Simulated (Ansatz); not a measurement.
**MgTl (Pm-3m), an elastic constant from a strain scan**

All numbers below come from Ansatz, DFT r2SCAN, scalar-relativistic, plane waves, PAW. The runs took a 500 eV cutoff, a Γ-centred 14×14×14 mesh and Gaussian smearing (0.15 eV). Spin–orbit coupling is left out, which can shift energies with elements as heavy as these. No spin polarisation. Energies are free energies at this smearing, counted from the undisturbed cell; pressure is positive in compression.

Zero of the scan (as given, not relaxed at this level; it stands at -0.2 GPa, and it needn't be the usual structure):

```
CELL_PARAMETERS angstrom
3.63500 0.00000 0.00000
0.00000 3.63500 0.00000
0.00000 0.00000 3.63500
ATOMIC_POSITIONS crystal
Mg 0.00000 0.00000 0.00000
Tl 0.50000 0.50000 0.50000
```

The cell is strained by ε times the Voigt pattern (0, 0, 0, 0, 1, 0) (xx, yy, zz, yz, xz, xy; engineering shear) with fractional coordinates fixed. The cell holds 2 atoms in V0 = 48.03 Å³. The stress column is τ = (1/V0) dE/dε, got from the stress tensor σ (compression positive) at each point as −det(1 + εP) σ : P(1 + εP)⁻¹, with P the pattern as a tensor.

```csv
ε,ΔE (meV/atom),τ (GPa)
-0.0175,0.142,-0.108
-0.0150,0.105,-0.093
-0.0100,0.047,-0.063
-0.0050,0.011,-0.032
0.0000,0.000,0.000
0.0050,0.011,0.032
0.0100,0.047,0.063
0.0150,0.105,0.093
0.0175,0.142,0.108
0.0200,?,?
```

Problem. Which combination of elastic constants does this scan measure, and how large is it?

Solution. For small ε, τ = τ0 + Kε with K = pᵀCp, which for this pattern is C44 in the cubic axes. The parabola through τ at ε = -0.0050, 0 and 0.0050 has slope K = 6.3 GPa at zero. The energies per cell, E = NΔE, of the wider pair ε = ±0.0175 give K = 2[E(ε₊)/ε₊ − E(ε₋)/ε₋]/[(ε₊ − ε₋)V0] = 6.2 GPa, in agreement. The start is under stress, which shifts K from the elastic constant by about the size of that stress.

Problem. Predict the withheld row at ε = 0.0200 from the harmonic law, and compare.

Solution. ΔE = V0(τ0 ε + Kε²/2)/N = 0.189 meV/atom and τ = 0.13 GPa. The calculation gives 0.185 meV/atom and 0.12 GPa, a miss of 0.01 meV/atom at most, so the harmonic law still holds here.

In a metal these slopes depend on the k mesh and the smearing.